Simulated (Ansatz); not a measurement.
Al$_{2}$Au, DFT, LDA, all-electron LAPW, scalar-relativistic (Ansatz 0.2.0), run on 1 thread of Arm Neoverse V1 on a shared host.

The geometry is COD entry 9008999, unchecked; take it as a test cell. The listed cell was then made from it by scaling, straining or moving an atom.

Command: `ansatz run input.yaml --threads 1 --pin off --max-ram 4096MiB --backend cpu --events-out ev --progress --plain --runs-dir out`

```yaml
crystal:
  lattice:
    - [-0.06, 2.97, 2.97]
    - [2.97, -0.06, 2.97]
    - [2.97, 2.97, -0.06]
  atoms:
    - { symbol: Al, position: [0.25, 0.25, 0.25] }
    - { symbol: Al, position: [0.75, 0.75, 0.75] }
    - { symbol: Au, position: [0.0, 0.0, 0.0] }
kpoints:
  mp_grid: { grid: [11, 11, 11] }
  band_path:
    path:
      - [0.0, 0.0, 0.0]
      - [0.5, 0.5, 0.5]
      - [0.2551801333, 0.5, 0.7448198667]
      - [-0.2551801333, 0.2551801333, 0.5]
      - [0.0, 0.0, 0.5]
      - [0.0, 0.0, 0.0]
      - [-0.3775900666, 0.0, 0.3775900666]
      - [0.0, 0.3775900666, 0.6224099334]
      - [0.0, 0.5, 0.5]
    npoints: 5
scf:
  occupations: { method: fermi_dirac, width: 0.05 }
hamiltonian:
  xc: lda
  pseudopotentials: { kind: all_electron, lapw: { basis_error: 0.0005 } }
output:
  forces: true
  stress: true
  eigenvalues: true
```

Question: How large is the problem that the program sets up?

Answer: 146 irreducible k-points, 585 plane waves at Γ, 39 bands.

Question: Estimate the wall time and the peak memory.

Answer: 100 s of wall time for 10 SCF iterations, with a peak of 0.83 GiB. Times on shared machines scatter by tens of per cent.
